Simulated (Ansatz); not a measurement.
ZnO in space group P4_2/mmc (No. 131; Zn on 2c, O on 2e) under volume change, r²SCAN in the plane-wave PAW code Ansatz, shape and atoms relaxed at each volume.

```csv
V (Å³/atom),E − E(relaxed) (meV/atom),P (GPa)
10.758,46.8,15.27
11.113,19.7,9.39
11.467,4.7,4.33
11.822,0.0,-0.01
12.177,4.2,-3.73
12.531,16.1,-6.92
12.886,34.6,-9.65
```

Task: What does a third-order Birch–Murnaghan fit give for V₀, B₀ and B′?

Result: V₀ = 11.82 Å³/atom, B₀ = 134 GPa, B′ = 4.1.

A made-up cell: these elements were put on the sites of a structure type; neither database checked (COD, Materials Project) lists it. It is not the phase usual at ambient conditions (space group No. 186). Symmetry was held in the r²SCAN relaxation; whether a distortion lowers the energy is not shown.

Potentials: the later of the program's two PAW sets.
